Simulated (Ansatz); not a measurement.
BaMgF$_{4}$:
```
CELL_PARAMETERS angstrom
      2.07746    -7.13951     0.00000
      2.07746     7.13951     0.00000
      0.00000     0.00000     5.75341
ATOMIC_POSITIONS crystal
  Ba 0.14393 0.85607 0.25000
  Ba 0.85607 0.14393 0.75000
  Mg 0.59141 0.40859 0.75000
  Mg 0.40859 0.59141 0.25000
  F  0.68689 0.31311 0.51118
  F  0.31311 0.68689 0.48882
  F  0.31311 0.68689 0.01118
  F  0.68689 0.31311 0.98882
  F  0.50000 0.50000 0.50000
  F  0.50000 0.50000 0.00000
  F  0.08467 0.91533 0.75000
  F  0.91533 0.08467 0.25000
```

Relaxed with r²SCAN.

**Question.** Give the Bader charges and basin volumes of the independent atoms, r²SCAN in the plane-wave PAW code Ansatz.

**Answer.** 

| atom | Bader charge (e) | Bader volume (Å³) |
|---|---|---|
| Ba1 | +1.74 | 23.4 |
| Mg3 | +1.79 | 4.4 |
| F5 | -0.87 | 13.8 |
| F9 | -0.90 | 14.4 |
| F11 | -0.90 | 15.5 |

Space group Cmcm. The first step of the workflow began from a Materials Project structure, measured or hypothetical; the Crystallography Open Database copy checked does not list it. COD files the formula under space group No. 36. Its standing as an ambient phase is unchecked. The r²SCAN relaxation kept the symmetry of its start; its stability against distortions is not shown here. Spin–orbit coupling is left out wherever it is not named.

Potentials: the earlier of the program's two PAW sets.
